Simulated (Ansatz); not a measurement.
The start is a relaxed Mo cell, doubled along one cell vector, shaken by Gaussian noise of σ = 0.08 Å a coordinate. A full variable-cell relaxation at zero pressure is run with PBEsol (plane waves to 420 eV, PAW, scalar-relativistic; Ansatz, a program for electronic structure). The first steps use a coarse 14×14×5 k-mesh.

Input geometry:
```
CELL_PARAMETERS angstrom
     -2.50212     2.50212     1.30400
      2.50212    -2.50212     1.30400
      5.00424     5.00424    -2.60801
ATOMIC_POSITIONS crystal
  Mo 0.77106 0.28871 0.24675
  Mo 0.78587 0.30268 0.74567
  Mo 0.98720 0.03002 0.00687
  Mo 0.95603 0.98941 0.47536
```

**Question.** Which atoms feel the largest initial force, and how large is it?

**Answer.** 1.37 eV/Å, on Mo4 (atoms numbered as listed).

**Question.** How much energy is released per atom?

**Answer.** 0.67 eV/atom.

**Question.** How does the volume change?

**Answer.** -4.6 %, from 16.33 to 15.58 Å³/atom.

**Question.** Does it find its way back to the structure it was made from?

**Answer.** It does not go back: it reaches Fddd (No. 70), AFLOW prototype A_oF8_70_a, 0.63 eV/atom below the parent.

**Question.** How do the shortest distances between atoms change?

**Answer.** The closest pairs of elements (up to four, under 3.6 Å), start → end: Mo–Mo 2.46 → 2.62 Å.

**Question.** What band gap does the relaxed structure have at this level?

**Answer.** Zero (metallic).

**Question.** Write out the relaxed structure.

**Answer.** 
```cif
data_Mo8
_chemical_formula_sum 'Mo8'
_space_group_name_H-M_alt 'Fddd :1'
_space_group_IT_number 70
_space_group_name_Hall 'F 2 2 -1d'
_cell_length_a 2.62390
_cell_length_b 5.36517
_cell_length_c 8.85469
_cell_angle_alpha 90.000
_cell_angle_beta 90.000
_cell_angle_gamma 90.000
loop_
_space_group_symop_operation_xyz
  'x, y, z'
  '-x, -y, z'
  'x, -y, -z'
  '-x, y, -z'
  '-x+1/4, -y+1/4, -z+1/4'
  'x+1/4, y+1/4, -z+1/4'
  '-x+1/4, y+1/4, z+1/4'
  'x+1/4, -y+1/4, z+1/4'
  'x, y+1/2, z+1/2'
  '-x, -y+1/2, z+1/2'
  'x, -y+1/2, -z+1/2'
  '-x, y+1/2, -z+1/2'
  '-x+1/4, -y+3/4, -z+3/4'
  'x+1/4, y+3/4, -z+3/4'
  '-x+1/4, y+3/4, z+3/4'
  'x+1/4, -y+3/4, z+3/4'
  'x+1/2, y, z+1/2'
  '-x+1/2, -y, z+1/2'
  'x+1/2, -y, -z+1/2'
  '-x+1/2, y, -z+1/2'
  '-x+3/4, -y+1/4, -z+3/4'
  'x+3/4, y+1/4, -z+3/4'
  '-x+3/4, y+1/4, z+3/4'
  'x+3/4, -y+1/4, z+3/4'
  'x+1/2, y+1/2, z'
  '-x+1/2, -y+1/2, z'
  'x+1/2, -y+1/2, -z'
  '-x+1/2, y+1/2, -z'
  '-x+3/4, -y+3/4, -z+1/4'
  'x+3/4, y+3/4, -z+1/4'
  '-x+3/4, y+3/4, z+1/4'
  'x+3/4, -y+3/4, z+1/4'
loop_
_atom_site_label
_atom_site_type_symbol
_atom_site_symmetry_multiplicity
_atom_site_Wyckoff_symbol
_atom_site_fract_x
_atom_site_fract_y
_atom_site_fract_z
_atom_site_occupancy
Mo1 Mo 8 b 0.50000 0.50000 0.50000 1
```
(The calculation used a cell of 2 atoms; values per cell refer to that cell.)

Final values are on a 20×20×20 k-mesh of the relaxed cell. No spin polarisation in the result.

The relaxed structure here is a generated cell of Mo: the first start was made by placing the elements on the sites of a structure type, and the end was not matched to a known phase here, so it may be hypothetical. Known forms of Mo include space group No. 229.
